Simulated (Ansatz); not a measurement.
Cd$_{2}$TeSe:
```xyz
4
Lattice="2.2230 1.2835 7.2591 -2.2230 1.2835 7.2591 0.0000 -2.5669 7.2591" Properties=species:S:1:pos:R:3 pbc="T T T"
Cd     0.0000     0.0000     0.1140
Cd     0.0000     0.0000    10.7781
Te     0.0000     0.0000    13.5865
Se     0.0000     0.0000     2.7432
```

PBEsol in the plane-wave PAW code Ansatz gives a gap of 0.15 eV without spin–orbit coupling, maximum at Γ, minimum at Γ.

Q: What happens when spin–orbit coupling is switched on?

A: The gap closes at this level.

Space group R3m. The workflow started from a Materials Project entry (that database holds measured and hypothetical structures alike); the Crystallography Open Database copy checked does not list it. Its standing as an ambient phase is unchecked. The PBEsol relaxation kept the symmetry of its start; of distortions, only those at the zone centre were tested.

Potentials: the later of the program's two PAW sets.
